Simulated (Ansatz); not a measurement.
Sb:
```cif
data_Sb8
_chemical_formula_sum 'Sb8'
_space_group_name_H-M_alt 'I4132'
_space_group_IT_number 214
_space_group_name_Hall 'I 4bd 2c 3'
_cell_length_a 8.01022
_cell_length_b 8.01022
_cell_length_c 8.01022
_cell_angle_alpha 90.000
_cell_angle_beta 90.000
_cell_angle_gamma 90.000
loop_
_atom_site_label
_atom_site_type_symbol
_atom_site_symmetry_multiplicity
_atom_site_Wyckoff_symbol
_atom_site_fract_x
_atom_site_fract_y
_atom_site_fract_z
_atom_site_occupancy
Sb1 Sb 8 a 0.12500 0.12500 0.12500 1
```
(The calculation used a cell of 4 atoms; values per cell refer to that cell.)

Relaxed with r²SCAN.

Question: Tabulate the valence density and the electron localisation function along the shortest Sb–Sb contact (2.83 Å), DFT-r²SCAN in the program Ansatz with PAW potentials.

Answer: 

| distance from Sb (Å) | density (e/Å³) | ELF |
|---|---|---|
| 0.28 | 11.58 | 0.04 |
| 0.42 | 7.80 | 0.07 |
| 0.57 | 4.41 | 0.14 |
| 0.71 | 2.11 | 0.26 |
| 0.85 | 0.97 | 0.35 |
| 0.99 | 0.58 | 0.41 |
| 1.13 | 0.45 | 0.49 |
| 1.27 | 0.39 | 0.56 |
| 1.42 | 0.37 | 0.59 |
| 1.56 | 0.39 | 0.56 |
| 1.70 | 0.45 | 0.49 |
| 1.84 | 0.58 | 0.41 |
| 1.98 | 0.97 | 0.35 |
| 2.12 | 2.11 | 0.26 |
| 2.27 | 4.41 | 0.14 |
| 2.41 | 7.80 | 0.07 |
| 2.55 | 11.58 | 0.04 |

The density is the valence pseudo-density with augmentation charge, so density and ELF within about 1 Å of a nucleus are not all-electron values.

Space group I4_132. The start of the workflow was typed in or built on a structure type; neither database checked (COD, Materials Project) lists it. It is not the phase usual at ambient conditions (space group No. 166). The r²SCAN relaxation kept the symmetry of its start; whether a distortion lowers the energy is not shown. The volume moved by 66 % from the start of the relaxation. Spin–orbit coupling is left out wherever it is not named.

Potentials: the earlier of the program's two PAW sets.
